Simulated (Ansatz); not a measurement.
Values for one crystal, relaxed and computed with PBEsol in the plane-wave PAW code Ansatz; other levels are named.

```yaml
volume_per_atom: 10.43 Å³
electronic_character: metallic (no gap)
Poisson's ratio: 0.28
zone_centre_stability: no imaginary mode at Γ
Formation energy from the elements (no fitted shifts): -0.62 eV/atom
hill_bulk_and_shear_moduli: 229 and 117 GPa
Bulk modulus (Birch–Murnaghan fit): 228 GPa
```

Question: Pick the material that matches.
A. ZrMo, CsCl type
B. BeRh, CsCl type
C. AlRh, CsCl type
D. TiRh3, I4/mmm (Rh on 2b, Rh on 4d, Ti on 2a)

Answer: B, BeRh, CsCl type

Space group Pm-3m (CsCl type). The cell is a constructed one: a structure type filled with these elements; the Crystallography Open Database copy checked does not list it. Whether it is the stable phase at ambient conditions was not checked. The PBEsol relaxation kept the symmetry of its start. No spin polarisation was allowed. As this level gives no gap, shear constants depend on the k-mesh and smearing (Fermi–Dirac, 0.1 eV here). The references are the lowest solids computed at this level, not always the standard phases. Scalar-relativistic: spin–orbit coupling is off unless named, which matters more the heavier the elements.

Potentials: the earlier of the program's two PAW sets. The files were generated under PBE; for other functionals the program regenerates the frozen cores, and for LDA and PBEsol the local potential too.
